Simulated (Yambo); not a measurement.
Yambo run on BaTiO3 (space group Amm2, No. 38). The wavefunctions are PBEsol (Quantum ESPRESSO, PseudoDojo norm-conserving, 84 Ry, without SOC) ones on a 4×4×4 mesh (20 occupied bands); a = 3.983 Å, b = 4.057 Å, c = 4.057 Å, α = 89.75°, β = 90.00°, γ = 90.00°.

Yambo input:

```
gw0
dyson
el_el_corr
HF_and_locXC
ppa
em1d
EXXRLvcs= 84 Ry
VXCRLvcs= 336 Ry
Chimod= "HARTREE"
% BndsRnXp
 2 | 128 |
%
NGsBlkXp= 8 Ry
% LongDrXp
 1.0 | 1.0 | 1.0 |
%
PPAPntXp= 27.2114 eV
% GbndRnge
 1 | 128 |
%
GTermKind= "BG"
DysSolver= "n"
ExtendOut
% QPkrange
 1 | 1 | 20 | 21 |
 21 | 21 | 20 | 20 |
%
```

k points by index: 1 = Γ, 21 = (-0.5, -0.5, -0.5).

Resulting energies as the program prints them:

```
#    K-point    Band    Eo [eV]    E [eV]    E-Eo [eV]    Vxc [eV]    Vnlxc [eV]    Sc|Eo [eV]    Sc|E [eV]    dSc/dw|Eo [eV]    Re(Z)    Im(Z)
#
    1    20    -0.390276    -0.596495    -0.206220    -19.94681    -24.36320    4.149975    4.210171    -7.938730    0.774146    -0.001318
    1    21    2.170151    3.561656    1.391505    -18.75569    -11.58976    -5.391128    -5.774424    -7.494693    0.784050    -0.001390
    21    20    0.000000    -0.193261    -0.193261    -19.68891    -24.45129    4.511138    4.569121    -8.158983    0.769325    -0.001356
```
(The two width columns are left out.) Convergence of these settings isn't established.

Geometry of the Materials Project entry, not relaxed at this level.

This is not the ordinary phase of the substance.
